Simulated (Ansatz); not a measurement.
Mg in space group Fd-3m (No. 227; Mg on 8a, Mg on 16d) under volume change, DFT-PBEsol in the program Ansatz with PAW potentials, scaled uniformly.

| V (Å³/atom) | E − E(relaxed) (meV/atom) | P (GPa) |
|---|---|---|
| 21.233 | 24.4 | 4.02 |
| 21.933 | (withheld) | (withheld) |
| 22.633 | 2.4 | 1.14 |
| 23.333 | 0.0 | 0.00 |
| 24.033 | (withheld) | (withheld) |
| 24.732 | 8.4 | -1.83 |
| 25.432 | 18.1 | -2.56 |

Question: Fill in the missing entries.

Answer: 
- 21.933, E − E(relaxed) (meV/atom): 10.3
- 21.933, P (GPa): 2.47
- 24.033, E − E(relaxed) (meV/atom): 2.2
- 24.033, P (GPa): -0.99

Question: What does a third-order Birch–Murnaghan fit give for V₀, B₀ and B′?

Answer: V₀ = 23.33 Å³/atom, B₀ = 35.3 GPa, B′ = 4.0.

The start of the workflow was typed in or built on a structure type; neither database checked (COD, Materials Project) lists it. It is not the phase usual at ambient conditions (space group No. 194). Symmetry was held in the PBEsol relaxation; of distortions, only those at the zone centre were tested.

Potentials: the earlier of the program's two PAW sets.
